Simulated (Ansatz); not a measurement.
With the program Ansatz at the PBEsol level (PAW), GaAs in the NiAs type structure (P6_3/mmc) relaxes to a = 3.706 Å, c = 6.339 Å. Ga has 6 nearest neighbours from 2.66 Å (octahedral); As has 6 nearest neighbours from 2.66 Å (trigonal prismatic). Its formation energy from the elements is -0.019 eV/atom, with no fitted shifts.

Electronic character: metallic (no gap).

The bulk modulus is 79.0 GPa. The relaxed-ion elastic constants in GPa are C11 = 104, C12 = 62.9, C13 = 63.2, C33 = 130, C44 = 28.7. The elastic constants imply a Debye temperature near 249 K. The highest mode at Γ lies at 163 cm⁻¹.

The start of the workflow was typed in or built on a structure type; neither database checked (COD, Materials Project) lists it. It is not the phase usual at ambient conditions (space group No. 216). The PBEsol relaxation kept the symmetry of its start; of distortions, only those at the zone centre were tested. As this level gives no gap, shear constants depend on the k-mesh and smearing (Fermi–Dirac, 0.1 eV here). As this level gives no gap, phonon frequencies hold no LO–TO term and depend on the k-mesh and smearing (Fermi–Dirac, 0.1 eV here). The references are the lowest solids computed at this level, not always the standard phases. Spin–orbit coupling is left out wherever it is not named.

Potentials: the later of the program's two PAW sets.
